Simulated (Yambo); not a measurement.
```
CELL_PARAMETERS angstrom
      0.00000     3.39948     3.39948
      3.39948     0.00000     3.39948
      3.39948     3.39948     0.00000
ATOMIC_POSITIONS crystal
  Cl 0.75000 0.75000 0.75000
  Cl 0.25000 0.25000 0.25000
  Sr 0.00000 0.00000 0.00000
```

Cell and atoms were relaxed with LDA from Materials Project entry mp-23209, within its symmetry.

**Question.** Where are the main features of Im ε from RPA with local fields on LDA bands (Yambo; 8×8×8 mesh, 61 bands, 4 Ry local-field block, 0.2 eV broadening; field along x)?

**Answer.** Peaks at 7.6 eV (5.3), 9.9 eV (3.1), 13.2 eV (1.6), 16.8 eV (1.3), 18.8 eV (1.0), heights in brackets. Structure narrower than a few tenths of an eV can come from the finite k mesh. Convergence of the RPA response with its 8×8×8 mesh was not tested. No excitonic effects at this level.
